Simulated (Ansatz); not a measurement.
The guess for Al3H8 was made by a generator: random cell by space group and Wyckoff sites (P-3, No. 147). Its size is a rough estimate.

```yaml
crystal:
  lattice:
    - [3.97237, 0.00000, 0.00000]
    - [-1.98618, 3.44017, 0.00000]
    - [0.00000, 0.00000, 6.86820]
  atoms:
    - { symbol: Al, position: [0.00000, 0.00000, 0.00000] }
    - { symbol: Al, position: [0.33333, 0.66667, 0.90727] }
    - { symbol: Al, position: [0.66667, 0.33333, 0.09273] }
    - { symbol: H, position: [0.08800, 0.70193, 0.66250] }
    - { symbol: H, position: [0.29807, 0.38606, 0.66250] }
    - { symbol: H, position: [0.61394, 0.91200, 0.66250] }
    - { symbol: H, position: [0.91200, 0.29807, 0.33750] }
    - { symbol: H, position: [0.70193, 0.61394, 0.33750] }
    - { symbol: H, position: [0.38606, 0.08800, 0.33750] }
    - { symbol: H, position: [0.33333, 0.66667, 0.20432] }
    - { symbol: H, position: [0.66667, 0.33333, 0.79568] }
```

These are results of DFT PBE, scalar-relativistic, plane waves, PAW (Ansatz 0.2.0), not measurements. Cutoff 420 eV, Gaussian smearing, Γ-centred meshes. Cell and atoms relax first on a coarse mesh and then on a finer one. In between, the cell is made exact in the group found at 0.06 Å. In metals the finer mesh still leaves noise of several meV/atom or more. The steps can't lower the symmetry of their start. No spin polarisation.

A guess keeps its type if space group and coordination stay and the shape of the cell changes little (axis ratios within about 15 %, angles within 6°); the volume may change.

Problem. Does this structure survive the relaxation?

Solution. It doesn't keep its type. The symmetry goes from P-3 (No. 147) to P-3m1 (No. 164). The volume per atom grows by 35.5 %, from 8.5 to 11.6 Å³. The shortest distance goes from 1.82 Å (H–H) to 1.12 Å (H–H). Counting neighbours within 15 % of an atom's shortest distance, the start has Al 4/18, H 4 and the end Al 3/18, H 1/3. In detail, at the end Al on a site of symmetry -3m is surrounded by 6 Al at 2.83 Å and 12 H at 3.00 Å; Al on a site of symmetry 3m is surrounded by 3 H at 1.73 Å, 3 H at 2.79 Å and 3 Al at 2.83 Å; H on a site of symmetry m is surrounded by 1 H at 1.12 Å, 1 Al at 1.73 Å, 2 H at 1.93 Å, 2 H at 2.59 Å and 2 Al at 3.00 Å; 1 more site not described.

Space group P-3m1 (No. 164). a = 4.517 Å, b = 4.517 Å, c = 7.200 Å, α = 90.00°, β = 90.00°, γ = 120.00°
```json
{"atom": "Al", "site": "1a", "symmetry": "-3m.", "x": "0.0000", "y": "0.0000", "z": "0.0000"}
{"atom": "Al", "site": "2d", "symmetry": "3m.", "x": "0.3333", "y": "0.6667", "z": "0.8461"}
{"atom": "H", "site": "6i", "symmetry": ".m.", "x": "0.9510", "y": "0.4755", "z": "0.7260"}
{"atom": "H", "site": "2d", "symmetry": "3m.", "x": "0.3333", "y": "0.6667", "z": "0.2927"}
```

Formation energies are uncorrected and refer to the elements' standard structures at the same level (H₂ as a molecule).

Problem. At what energy does it end?

Solution. +0.51 eV/atom. A positive value: parting into the elements would lower its energy.

The last run used a 12×12×6 mesh (in the run's order of axes) for its 11-atom cell and Gaussian smearing of 0.10 eV. Weakly bound directions are ill-defined at this level, which has no dispersion term. The cell is a metal run without spin; a magnetic state may lie lower. With hydrogen, zero-point motion can shift formation energies by some tens of meV/atom. A structure relaxed within its symmetry needn't be a true minimum.

In counts of neighbours, a slash parts the counts of unlike sites.
